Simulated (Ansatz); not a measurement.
Zone-centre phonons of AgS: input and output

Computed with Ansatz, DFT PBE, scalar-relativistic, plane waves, PAW.

It can be run as:
```bash
ansatz run input.yaml --threads 1 --pin off --backend cpu --events-out ev --progress --plain --runs-dir out  # memory cap (--max-ram) not shown
```

Input (bare energies are in eV):
```yaml
crystal:
  lattice:
    - [0.0, 2.8525171442, 2.8525171442]
    - [2.8525171442, 0.0, 2.8525171442]
    - [2.8525171442, 2.8525171442, 0.0]
  atoms:
    - { symbol: Ag, position: [0.0, 0.0, 0.0] }
    - { symbol: S, position: [0.25, 0.25, 0.25] }
basis:
  ecutwfc: 420
kpoints:
  mp_grid: { grid: [12, 12, 12] }
hamiltonian:
  xc: pbe
scf:
  occupations: { method: fermi_dirac, width: 0.15 }
output:
  eigenvalues: true
phonons:
  method: dfpt
  eigenvectors: true
```

Results section of the output:
```
--- Phonons (Γ-DFPT): 2 representative perturbations + reference, on 163 of 1728 k-points (Σ response iterations 6) ---
  k mesh reduced under 8 symmetry operations, with k and −k counted as one. Each operation leaves every solved displacement unchanged or reverses it
  ASR residual: 2.509e-5 → 0.000e0 eV/Å²; symmetrization residual: 7.881e-6 eV/Å²
  ASR residual per site (eV/Å²): 2.51e-5 1.66e-5
  Γ frequencies (cm⁻¹): 0.00 0.00 0.00 200.13 200.13 200.13
  non-analytic LO–TO correction: not included (Born effective charges unavailable; polar crystals: no LO–TO splitting at Γ)
```

The cell was built by swapping an element in a database structure (itself possibly hypothetical) and relaxing; it need not be the stable form of this composition. In a metal, frequencies and elastic constants depend on the k mesh and the smearing, soft modes and shear constants most. Spin polarisation was left out, and a magnetic state may lie lower.